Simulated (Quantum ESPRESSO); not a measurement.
## Kohn-Sham bands of SiO2 (P6₂22)

```xyz
9
Lattice="5.0611 0.0000 0.0000 -2.5305 4.3830 0.0000 0.0000 0.0000 5.5405" Properties=species:S:1:pos:R:3 pbc="T T T"
Si    -1.2653     2.1915    -1.8468
Si     2.5305     0.0000     0.0000
Si     1.2653     2.1915     1.8468
O      0.0000    -1.8289     2.7702
O      1.5838    -0.9144    -0.9234
O      1.5838     0.9144     0.9234
O      0.0000     1.8289     2.7702
O     -1.5838     0.9144    -0.9234
O     -1.5838    -0.9144     0.9234
```

Materials Project entry mp-6922; symmetrised, unrelaxed at this level. COD (Crystallography Open Database) has the formula in 34 space groups, this one among them (matched by group alone). Computed values, not measurements, from PBEsol: Quantum ESPRESSO (norm-conserving PseudoDojo potentials, cutoff 68 Ry, no spin polarisation, no spin-orbit coupling) on a Γ-centred 6×6×4 mesh, then Wannier90. Density: 12×12×6 mesh, cold smearing 0.01 Ry.

Q: List the Kohn-Sham levels between −8 and 8.7 eV relative to the valence-band maximum at the high-symmetry points, as a band run of pw.x on that density gives them (levels within 2 meV counted together).

A: 
```tsv
point	k (reciprocal lattice)	levels (eV)
Γ	0.000 0.000 0.000	-5.79, -5.51, -5.42 (×2), -2.91, -2.90 (×2), -2.59, -1.76, -1.75 (×2), -1.00 (×2), -0.48 (×2), -0.20, 5.66
M	0.500 0.000 0.000	-7.67, -6.08, -5.79, -5.63, -4.78, -3.12, -3.04, -2.57, -2.43, -2.15, -2.06, -1.72, -1.20, -1.17, -1.02, -0.36, -0.01, 7.69, 8.52
K	0.333 0.333 0.000	-6.95 (×2), -5.61 (×2), -4.69, -3.04 (×2), -2.75, -2.24, -2.07 (×2), -1.78, -1.47 (×2), -0.50 (×2), -0.07, 8.44 (×2)
A	0.000 0.000 0.500	-6.45 (×2), -5.91 (×2), -4.72, -2.76 (×2), -2.55, -2.16 (×2), -2.11 (×2), -1.87, -1.17, -0.30, -0.01 (×2), 7.47 (×2), 8.38
L	0.500 0.000 0.500	-7.60, -6.73, -5.51, -5.32, -5.12, -3.25, -3.22, -2.54, -2.34, -2.17, -1.55, -1.41, -1.35, -0.94, -0.74, -0.71, -0.35, 8.55
H	0.333 0.333 0.500	-6.91, -5.36 (×2), -5.16, -3.30, -2.92 (×2), -2.16, -2.02 (×2), -1.05 (×2), -0.92, -0.89, -0.68 (×2), 8.52
```
